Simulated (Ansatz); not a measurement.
Ansatz (an electronic-structure program) input:

Ansatz 0.2 input:
```yaml
crystal:
  lattice:
    - [3.2851101322, 0.0, 0.0]
    - [0.0, 4.5398071351, 0.0]
    - [0.0, 0.0, 30.0]
  periodic: [true, true, false]
  atoms:
    - { symbol: P, position: [0.0, 0.9101567465, 0.534824049] }
    - { symbol: P, position: [0.5, 0.5898432535, 0.534824049] }
    - { symbol: P, position: [0.0, 0.0898432535, 0.465175951] }
    - { symbol: P, position: [0.5, 0.4101567465, 0.465175951] }
kpoints:
  mp_grid: { grid: [10, 8, 1] }
hamiltonian:
  xc: r2scan
  dispersion: d4
  pseudopotentials: { azcp: { folder: ./paw }, kind: paw }
scf:
  occupations: { method: gaussian, width: 0.005 }
relax:
  f_tol: 0.005
  max_steps: 150
output:
  eigenvalues: true
  stress: true
  write_potential: true
  volumetric_format: []
```

Output (shortened):

```
WARN output.stress: scf.convergence.dr2_threshold = 2.5e-8 eV (the default of a walk held to its f_tol) is looser than the 4e-10 eV advised for a printed …
Pseudopotential: P, paw, valence charge 5
Functional definition: r2SCAN
Crystal: 4 atoms, lattice volume = 447.413 Å³
Basis set: ecut = 500 eV, 11319 PW (Γ), exchange–correlation on 96×144×900 points (64 copies of the dense FFT grid, shifted against one another)
Bands: 14, of which v1, the nominal top of the filled ones, is band 10 counted from 1 (9 counted from 0)
Symmetry: 8 space group operations
Space group: Pmna (ITA 53), of the structure as read, at distance tolerance 7.6e-5 Å
k-points: 30 of 80
SCF iter   1: F=—  HF=-3036.835577 eV  |F-HF|=—  |Δ(HF+E_count)|=         —  Δρ=1.69e-2  dr2=8.63e-1  dr2_τ=5.11e-2  ethr=3.10e-3  ⟨swp⟩=15.5  Hψ=5189  notcnv=0
preconditioner: auto → Resta (q_TF=auto, 1.625 Å⁻¹)
SCF iter   2: F=—  HF=-3036.849553 eV  |F-HF|=—  |Δ(HF+E_count)|=   1.40e-2  Δρ=8.96e-3  dr2=2.38e-1  dr2_τ=3.42e-3  ethr=3.10e-3  ⟨swp⟩=2.0  Hψ=780  notcnv=0
SCF iter   3: F=—  HF=-3036.873905 eV  |F-HF|=—  |Δ(HF+E_count)|=   2.44e-2  Δρ=8.53e-4  dr2=4.00e-3  dr2_τ=6.91e-5  ethr=1.19e-3  ⟨swp⟩=3.1  Hψ=854  notcnv=0
SCF iter   4: F=—  HF=-3036.873551 eV  |F-HF|=—  |Δ(HF+E_count)|=   3.54e-4  Δρ=4.86e-4  dr2=2.24e-3  dr2_τ=6.61e-5  ethr=2.00e-5  ⟨swp⟩=4.3  Hψ=1379  notcnv=0
SCF iter   5: F=—  HF=-3036.872815 eV  |F-HF|=—  |Δ(HF+E_count)|=   7.36e-4  Δρ=2.14e-4  dr2=3.50e-4  dr2_τ=2.37e-6  ethr=1.12e-5  ⟨swp⟩=3.1  Hψ=873  notcnv=0
SCF iter   6: F=—  HF=-3036.872666 eV  |F-HF|=—  |Δ(HF+E_count)|=   1.49e-4  Δρ=4.79e-5  dr2=2.11e-5  dr2_τ=1.41e-7  ethr=1.75e-6  ⟨swp⟩=3.8  Hψ=1041  notcnv=0
SCF iter   7: F=—  HF=-3036.872659 eV  |F-HF|=—  |Δ(HF+E_count)|=   7.10e-6  Δρ=1.55e-5  dr2=2.09e-6  dr2_τ=2.05e-8  ethr=1.05e-7  ⟨swp⟩=2.7  Hψ=856  notcnv=0
SCF iter   8: F=-3036.872659 eV  HF=-3036.872659 eV  |F-HF|=1.22e-9  |Δ(HF+E_count)|=   5.14e-7  Δρ=1.18e-6  dr2=6.88e-9  dr2_τ=4.41e-10  ethr=3.12e-9  ⟨swp⟩=20.2  Hψ=5502  notcnv=0
SCF 1 converged in 8 iterations: F = -3036.872659 eV  dr2 = 6.88e-9
relax step   1: F+E_penalty+E_count = -3036.87265854 eV  Δ(F+E_penalty+E_count) = +0.000e0 eV  max|allowed force component| = 1.497e-1 eV/Å  Δτ_max = 0.0000 Å  (8 SCF iters, dr2 threshold 6.25e-7 eV, accepted)
Crystal: 4 atoms, lattice volume = 447.413 Å³
iter 1 solved again at ethr=3.51e-7 eV; its pass at ethr=3.10e-3 eV (dr2=7.02e-5 eV) is discarded
SCF iter   1: F=—  HF=-3036.874401 eV  |F-HF|=—  |Δ(HF+E_count)|=         —  Δρ=1.58e-4  dr2=6.56e-5  dr2_τ=9.92e-5  ethr=3.51e-7  ⟨swp⟩=4.8  Hψ=2743  notcnv=0
preconditioner: auto → Resta (q_TF=auto, 1.625 Å⁻¹)
SCF iter   2: F=—  HF=-3036.874503 eV  |F-HF|=—  |Δ(HF+E_count)|=   1.02e-4  Δρ=8.75e-5  dr2=1.88e-5  dr2_τ=3.01e-7  ethr=3.28e-7  ⟨swp⟩=2.0  Hψ=815  notcnv=0
SCF iter   3: F=-3036.874514 eV  HF=-3036.874514 eV  |F-HF|=1.02e-7  |Δ(HF+E_count)|=   1.05e-5  Δρ=6.09e-6  dr2=5.94e-7  dr2_τ=1.11e-8  ethr=7.00e-9  ⟨swp⟩=17.9  Hψ=5886  notcnv=0
SCF 2 converged in 3 iterations: F = -3036.874514 eV  dr2 = 5.94e-7
relax step   2: F+E_penalty+E_count = -3036.87451364 eV  Δ(F+E_penalty+E_count) = -1.855e-3 eV  max|allowed force component| = 5.569e-2 eV/Å  Δτ_max = 0.0048 Å  (3 SCF iters, dr2 threshold 1.40e-6 eV, accepted)
Crystal: 4 atoms, lattice volume = 447.413 Å³
SCF iter   1: F=—  HF=-3036.874762 eV  |F-HF|=—  |Δ(HF+E_count)|=         —  Δρ=8.08e-5  dr2=1.71e-5  dr2_τ=2.70e-5  ethr=8.88e-7  ⟨swp⟩=5.7  Hψ=2081  notcnv=0
preconditioner: auto → Resta (q_TF=auto, 1.625 Å⁻¹)
SCF iter   2: F=—  HF=-3036.874785 eV  |F-HF|=—  |Δ(HF+E_count)|=   2.23e-5  Δρ=4.61e-5  dr2=5.03e-6  dr2_τ=7.50e-8  ethr=8.53e-8  ⟨swp⟩=2.6  Hψ=1111  notcnv=0
SCF iter   3: F=—  HF=-3036.874787 eV  |F-HF|=—  |Δ(HF+E_count)|=   2.58e-6  Δρ=6.16e-6  dr2=7.65e-7  dr2_τ=9.73e-9  ethr=2.51e-8  ⟨swp⟩=2.9  Hψ=892  notcnv=0
SCF iter   4: F=-3036.874787 eV  HF=-3036.874787 eV  |F-HF|=6.03e-9  |Δ(HF+E_count)|=   1.57e-7  Δρ=1.52e-6  dr2=1.53e-8  dr2_τ=5.56e-10  ethr=9.69e-10  ⟨swp⟩=17.8  Hψ=5085  notcnv=0
SCF 3 converged in 4 iterations: F = -3036.874787 eV  dr2 = 1.53e-8
relax step   3: F+E_penalty+E_count = -3036.87478702 eV  Δ(F+E_penalty+E_count) = -2.734e-4 eV  max|allowed force component| = 9.430e-4 eV/Å  Δτ_max = 0.0025 Å  (4 SCF iters, dr2 threshold 1.94e-7 eV, accepted)
Crystal: 4 atoms, lattice volume = 447.413 Å³
iter 1 solved again at ethr=7.66e-11 eV; its pass at ethr=3.10e-3 eV (dr2=1.53e-8 eV) is discarded
SCF iter   1: F=—  HF=-3036.874787 eV  |F-HF|=—  |Δ(HF+E_count)|=         —  Δρ=1.52e-6  dr2=1.53e-8  dr2_τ=5.56e-10  ethr=7.66e-11  ⟨swp⟩=1.0  Hψ=1560  notcnv=0
preconditioner: auto → Resta (q_TF=auto, 1.625 Å⁻¹)
SCF iter   2: F=-3036.874787 eV  HF=-3036.874787 eV  |F-HF|=1.44e-9  |Δ(HF+E_count)|=   7.80e-9  Δρ=7.32e-7  dr2=3.34e-9  dr2_τ=4.44e-11  ethr=7.63e-11  ⟨swp⟩=13.5  Hψ=3993  notcnv=0
SCF 4 converged in 2 iterations: F = -3036.874787 eV  dr2 = 3.34e-9
relax step   4: F+E_penalty+E_count = -3036.87478703 eV  Δ(F+E_penalty+E_count) = -3.239e-9 eV  max|allowed force component| = 9.686e-4 eV/Å  Δτ_max = 0.0000 Å  (2 SCF iters, accepted)
Crystal: 4 atoms, lattice volume = 447.413 Å³
iter 1 solved again at ethr=1.68e-11 eV; its pass at ethr=3.10e-3 eV (dr2=3.36e-9 eV) is discarded
SCF iter   1: F=—  HF=-3036.874787 eV  |F-HF|=—  |Δ(HF+E_count)|=         —  Δρ=7.31e-7  dr2=3.33e-9  dr2_τ=4.44e-11  ethr=1.68e-11  ⟨swp⟩=1.0  Hψ=3919  notcnv=0
preconditioner: auto → Resta (q_TF=auto, 1.625 Å⁻¹)
SCF iter   2: F=-3036.874787 eV  HF=-3036.874787 eV  |F-HF|=8.31e-10  |Δ(HF+E_count)|=   1.04e-9  Δρ=3.75e-7  dr2=9.08e-10  dr2_τ=1.15e-11  ethr=1.67e-11  ⟨swp⟩=12.7  Hψ=3930  notcnv=0
SCF 5 converged in 2 iterations: F = -3036.874787 eV  dr2 = 9.08e-10
WARN: The output density's exchange-correlation potential varies sharply where the density is thin …
the relaxation is at rest under the 8 symmetry operations that the run kept from its start: a minimum is not shown …
SCF converged after 2 iterations
Stability not checked: this state was not tested for a lower state beside it, because too few of the mixer's solves of this state at the end of the SCF gave a …
Free energy (F): -3036.874787 eV
Harris-Foulkes:  -3036.874787 eV  (|F-HF|=8.31e-10)
Internal energy: -3036.874787 eV  (E = F + TS)
E sigma→0 (E₀):  -3036.874787 eV
Fermi energy:    -4.657162 eV
--- Per-component energies (eV) ---
  E_band       = -233.781971
  E_kinetic    = 274.646591
  E_local      = -15118.188614  (includes V_loc(G=0)·N_el)
  E_nonlocal   = 126.619192
  E_hartree    = 7381.610738
  E_xc         = -272.095302
  E_vxc        = -261.935824  (∫ρ·V_xc dr)
  E_paw        = -2264.127971  (= ΣΔE_a)
  E_vpaw       = -30.507293  (= ΣTr[D̂ρ^β])
  E_aug_tail   = -0.000001  (compensation charges beyond the density's cutoff)
  E_vtau       = 12.364618  (kinetic-family band-sum trace: ∫τ·v_τ [+ j·A + Jᵃ·Aᵃ] dr)
  E_ewald      = 6835.374262
  E_disp       = -0.350315  (pairwise vdW)
  E_core_change = -0.363369  (= ΣΔE_core)
  E_smearing   =  0.000000  (= −TS)
  E_closure    = 0.000000  (closes the sum)
  Σ components = -3036.874787   (vs F -3036.874787, Δ=0.00e0)
  [band-id]    e_kinetic+e_local+e_nonlocal+2·e_hartree+e_vxc+e_vpaw+e_augmentation_tail+e_vtau = -233.779854   (vs E_band -233.781971, Δ=2.12e-3)
--- Forces (eV/Å), atoms counted from 1 ---
  atom   1  P      0.00000000     0.00096915    -0.00081968
  atom   2  P      0.00000000    -0.00096915    -0.00081968
  atom   3  P      0.00000000    -0.00096915     0.00081968
  atom   4  P      0.00000000     0.00096915     0.00081968
  max |Σ_I F_I| component: 5.55e-17 eV/Å
--- 2D stress c σ (N/m, compression-positive) ---
        0.205159       0.000000       0.000000
        0.000000       0.324401       0.000000
        0.000000       0.000000       0.000000
  P = ½ c Tr σ = 0.2648 N/m
--- Band table (eV; the first three rows and the last of 30) ---
  k-point 0: bands = ["-21.1025", "-18.4309", "-14.7549", "-11.2589", "-9.9892", "-9.8892", "-8.8621", "-7.1478", "-6.9647", "-5.1498", "-4.1646", "-3.3673", "-2.2226", "-1.5703"]
  k-point 1: bands = ["-21.0201", "-18.5416", "-14.7986", "-11.6584", "-9.7461", "-9.6315", "-8.7986", "-7.2042", "-6.5881", "-5.7378", "-3.6274", "-3.3064", "-2.3710", "-1.6338"]
  k-point 2: bands = ["-20.7777", "-18.8690", "-14.7859", "-12.4726", "-9.4181", "-8.7284", "-8.6149", "-7.3757", "-6.6421", "-5.8858", "-3.1377", "-2.8028", "-2.7289", "-1.7117"]
  k-point 29: bands = ["-17.6932", "-17.6932", "-15.5908", "-15.5908", "-10.4717", "-10.4717", "-10.0076", "-10.0076", "-6.4001", "-6.4001", "-2.5667", "-2.5667", "-0.8788", "-0.8788"]
--- Relaxed structure (4 steps of the walk, 4 accepted, 0 SCFs on fresh bases) ---
  F+E_penalty+E_count = -3036.87478703 eV   max|allowed force component| = 9.686e-4 eV/Å
  cell:  # Å, volume = 447.4130 Å³
    - [3.2851101322, 0.0, 0.0]
    - [0.0, 4.5398071351, 0.0]
    - [0.0, 0.0, 30.0]
  atoms:
    - { symbol: P, position: [0.0, 0.9116028479591081, 0.5349299802569774] }
    - { symbol: P, position: [0.5, 0.5883971520408918, 0.5349299802569774] }
    - { symbol: P, position: [0.0, 0.0883971520408919, 0.46507001974302253] }
    - { symbol: P, position: [0.5, 0.4116028479591082, 0.46507001974302253] }
```

Cost: around 90 core-seconds (rough) on shared cores.

This run is a variant of the relaxed cell: strain +0 % along x, -1 % along y, atoms relaxed.

A layer that has been made, often on a substrate. The strained cell keeps its size and symmetry.

Potentials: the earlier of the program's two PAW sets.

Ansatz is a plane-wave DFT program.
